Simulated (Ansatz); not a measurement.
Relaxation of a relaxed Mo2C cell, doubled along one cell vector, shaken by Gaussian noise of σ = 0.08 Å a coordinate; 12 atoms in the cell, which starts as P1 (No. 1), aP12; a = 4.299 Å, b = 5.055 Å, c = 7.907 Å, α = 79.82°, β = 74.22°, γ = 64.83°. All values below come from PBE (plane waves to 420 eV, PAW, scalar-relativistic; Ansatz, an electronic-structure program). Γ-centred k-mesh 6×3×8 on the run's cell (coarser than for final values), Fermi–Dirac smearing 0.05 eV. This is the first round of the run. 

The optimiser's lines from the output (shortened; P is positive under compression):

```
relax step   1: F+E_penalty+E_count = -40651.52058765 eV  Δ(F+E_penalty+E_count) = +0.000e0 eV  max|allowed force component| = 2.747e0 eV/Å  Δτ_max = 0.0000 Å  P = +4.865 GPa  Ω = 149.277 Å³  (6 SCF iters, dr2 threshold 1.00e-7 eV, accepted)
relax step   2: F+E_penalty+E_count = -40652.49776140 eV  Δ(F+E_penalty+E_count) = -9.772e-1 eV  max|allowed force component| = 1.263e0 eV/Å  Δτ_max = 0.1805 Å  P = +1.998 GPa  Ω = 148.931 Å³  (7 SCF iters, dr2 threshold 1.20e-6 eV, accepted)
relax step   3: F+E_penalty+E_count = -40652.80130200 eV  Δ(F+E_penalty+E_count) = -3.035e-1 eV  max|allowed force component| = 6.525e-2 eV/Å  Δτ_max = 0.1023 Å  P = -0.665 GPa  Ω = 149.750 Å³  (6 SCF iters, dr2 threshold 1.20e-6 eV, accepted)
relax step   4: F+E_penalty+E_count = -40652.80611599 eV  Δ(F+E_penalty+E_count) = -4.814e-3 eV  max|allowed force component| = 2.411e-2 eV/Å  Δτ_max = 0.0105 Å  P = +0.242 GPa  Ω = 149.180 Å³  (6 SCF iters, dr2 threshold 1.20e-6 eV, accepted)
relax step   5: F+E_penalty+E_count = -40652.80618332 eV  Δ(F+E_penalty+E_count) = -6.734e-5 eV  max|allowed force component| = 6.113e-3 eV/Å  Δτ_max = 0.0020 Å  P = +0.016 GPa  Ω = 149.276 Å³  (6 SCF iters, dr2 threshold 2.99e-7 eV, accepted)
relax step   6: F+E_penalty+E_count = -40652.80541693 eV  Δ(F+E_penalty+E_count) = +7.664e-4 eV  max|allowed force component| = 5.797e-2 eV/Å  Δτ_max = 0.0035 Å  P = +0.001 GPa  Ω = 149.282 Å³  (6 SCF iters, dr2 threshold 2.05e-9 eV, rejected (line search))
relax step   7: F+E_penalty+E_count = -40652.80617833 eV  Δ(F+E_penalty+E_count) = +4.993e-6 eV  max|allowed force component| = 4.096e-3 eV/Å  Δτ_max = 0.0010 Å  P = -0.009 GPa  Ω = 149.286 Å³  (7 SCF iters, accepted)
relax step   8: F+E_penalty+E_count = -40652.80623252 eV  Δ(F+E_penalty+E_count) = -5.419e-5 eV  max|allowed force component| = 4.096e-3 eV/Å  Δτ_max = 0.0000 Å  P = -0.007 GPa  Ω = 149.286 Å³  stress off target by 1.52e-2 GPa  SCF on the basis re-selected at this cell (its energy is not comparable with the rows above)  (8 SCF iters)
```

From the first to the last row the energy changes by -0.11 eV/atom and the volume by 0.0 %. The last row is marked as not comparable with the walk above it, whose basis was carried along; it does compare with step 1, since both stand on a basis selected at the nominal cutoff for their own cell.

Step 6 was rejected by the optimiser.

Later rounds, restarted from the end of this one on a renewed k-mesh, logged 5 more steps and released under 0.01 eV/atom more. The final structure after all rounds: I4₁/amd, origin choice 1 (No. 141), tI12; a = b = 4.2991 Å, c = 8.0768 Å, α = β = γ = 90.00°. No spin polarisation in the result.

The relaxed structure here is a generated cell of Mo2C: the first start was made by placing the elements on the sites of a structure type, and the end was not matched to a known phase here, so it may be hypothetical.
